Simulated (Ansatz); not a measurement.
Sb:
```cif
data_Sb8
_chemical_formula_sum 'Sb8'
_space_group_name_H-M_alt 'I-43m'
_space_group_IT_number 217
_space_group_name_Hall 'I -4 2 3'
_cell_length_a 6.95333
_cell_length_b 6.95333
_cell_length_c 6.95333
_cell_angle_alpha 90.000
_cell_angle_beta 90.000
_cell_angle_gamma 90.000
loop_
_atom_site_label
_atom_site_type_symbol
_atom_site_symmetry_multiplicity
_atom_site_Wyckoff_symbol
_atom_site_fract_x
_atom_site_fract_y
_atom_site_fract_z
_atom_site_occupancy
Sb1 Sb 8 c 0.14456 0.14456 0.14456 1
```
(The calculation used a cell of 4 atoms; values per cell refer to that cell.)

Relaxed with r²SCAN+D4. Independent-particle spectrum: no excitons, no local fields, no scissors shift; 0.1 eV broadening; ε₁ of the summed bands alone.

Question: Tabulate the dielectric function from the program Ansatz at the r²SCAN+D4 level (PAW).

Answer: 

```csv
E (eV),ε₁ xx,ε₂ xx
0.0,11.11,0.00
0.3,11.22,0.00
0.6,11.56,0.00
0.9,12.24,0.00
1.2,13.87,0.12
1.5,14.93,2.57
1.8,15.27,3.47
2.1,17.75,4.84
2.4,17.20,10.25
2.7,17.60,14.97
3.0,10.33,20.62
3.3,2.77,18.80
3.6,-0.63,15.16
3.9,-0.79,14.23
4.2,-2.08,11.50
4.5,-4.43,9.43
4.8,-1.45,8.42
5.1,-3.57,8.32
5.4,-3.81,8.21
5.7,-6.05,4.36
6.0,-3.02,2.01
6.3,-0.94,2.52
6.6,-0.13,4.29
6.9,-2.15,4.10
7.2,-2.03,3.44
7.5,-2.40,3.32
7.8,-2.53,2.37
8.1,-2.05,1.85
8.4,-1.54,1.43
8.7,-1.01,1.55
9.0,-0.88,1.92
9.3,-1.22,1.99
9.6,-1.51,1.69
9.9,-1.30,1.27
10.2,-1.10,1.17
10.5,-1.10,1.07
10.8,-1.01,0.91
11.1,-0.91,0.84
11.4,-0.86,0.71
11.7,-0.73,0.62
12.0,-0.69,0.53
```

Question: From ε at 3.2 eV (xx: 4.22 + 20.52i), find n, k, the normal reflectivity and the absorption coefficient.

Answer: n = 3.55, k = 2.892, R = 51 %, α = 2kE/ħc = 940000 cm⁻¹.

With all bands, ε∞ without local fields is 11.2.

The start of the workflow was typed in or built on a structure type; neither database checked (COD, Materials Project) lists it. It is not the phase usual at ambient conditions (space group No. 166). The r²SCAN+D4 relaxation kept the symmetry of its start; whether a distortion lowers the energy is not shown. The volume moved by 16 % from the start of the relaxation. Scalar-relativistic: spin–orbit coupling is off unless named, which matters more the heavier the elements.

Potentials: the later of the program's two PAW sets.
